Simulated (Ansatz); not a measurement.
Cs, DFT, LDA, all-electron PAW with datasets made for the crystal, scalar-relativistic (Ansatz 0.2.0), run on 1 thread of Arm Neoverse V2 on a shared host.

The cell is a measured one (Crystallography Open Database entry 9011010); the temperature and pressure of the measurement aren't taken into account, and nothing was relaxed.

Command: `ansatz run input.yaml --threads 1 --pin off --max-ram 3072MiB --backend cpu --events-out ev --progress --plain --runs-dir out`

```yaml
crystal:
  lattice:
    - [-3.0225, 3.0225, 3.0225]
    - [3.0225, -3.0225, 3.0225]
    - [3.0225, 3.0225, -3.0225]
  atoms:
    - { symbol: Cs, position: [0.0, 0.0, 0.0] }
kpoints:
  mp_grid: { grid: [9, 9, 9] }
  band_path:
    path:
      - [0.0, 0.0, 0.0]
      - [0.5, -0.5, 0.5]
      - [0.0, 0.0, 0.5]
      - [0.0, 0.0, 0.0]
      - [0.25, 0.25, 0.25]
      - [0.5, -0.5, 0.5]
      - [0.25, 0.25, 0.25]
      - [0.0, 0.0, 0.5]
    npoints: 8
scf:
  occupations: { method: fermi_dirac, width: 0.05 }
hamiltonian:
  xc: lda
  pseudopotentials: { kind: all_electron, datasets: crystal }
output:
  forces: true
  stress: true
  eigenvalues: true
  efg: { contact_densities: true }
```

(1) How large is the problem that the program sets up?

(2) Estimate the wall time and the peak memory.

(3) And the same cell and mesh by PAW (frozen-core files), asked for forces, stress, eigenvalues, efg, populations, bader, dos, write_density, write_potential, elf and the same band path, on the same hardware?

Answers

(1) 35 irreducible k-points, 531 plane waves at Γ, 9 bands.

(2) 4.8 s of wall time for 8 SCF iterations, with a peak of 0.29 GiB. Times on shared machines scatter by tens of per cent.

(3) 8.3 s, peak memory 0.39 GiB.
